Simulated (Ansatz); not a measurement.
Relaxed CuAu (CuAu type, space group P4/mmm):

```xyz
4
Lattice="2.8606 0.0000 0.0000 0.0000 2.8606 0.0000 0.0000 0.0000 7.1036" Properties=species:S:1:pos:R:3 pbc="T T T"
Cu     1.4303     1.4303     1.7759
Cu     1.4303     1.4303     5.3277
Au     0.0000     0.0000     0.0000
Au     0.0000     0.0000     3.5518
```

A phonon eigenvector at Z = (0.0, 0.0, 0.5) is frozen into this cell: atom i moves by Q times the vector below, so Q is the largest atomic displacement, in Å. The cell is held. (q is in reciprocal vectors of the primitive cell; the cell shown is doubled to hold the pattern.)

```tsv
atom	x	y	z
Cu1	0.000	0.000	-1.000
Cu2	0.000	0.000	1.000
```

Atoms not listed stay in place.

Method: r2SCAN (plane waves to 500 eV, PAW, scalar-relativistic; Ansatz, a first-principles code). k mesh 16×16×7 (Γ-centred), Fermi-Dirac smearing 0.05 eV. Energies are smeared free energies. With partly filled bands, energies and forces of such displacements shift with the k mesh and the smearing. CuAu is run without spin polarisation. CuAu was relaxed with its symmetry unable to fall. Spin-orbit coupling is left out, though Au is heavy. ΔE is measured from the undisplaced structure.

```csv
Q (Å),ΔE (meV/cell)
-0.280,608
-0.187,267
-0.093,66
0.000,0
0.093,66
0.187,267
0.280,608
```

**Question.** Which DFPT wavenumber at Z = (0.0, 0.0, 0.5) belongs to this mode?
A. 70 cm⁻¹
B. 181 cm⁻¹
C. 106 cm⁻¹

**Answer.** B, 181 cm⁻¹. The curvature of the scan gives 181 cm⁻¹

(A displaced cell: forces are minus the slopes of the energy, force constants its curvatures, and phonons follow from these.)
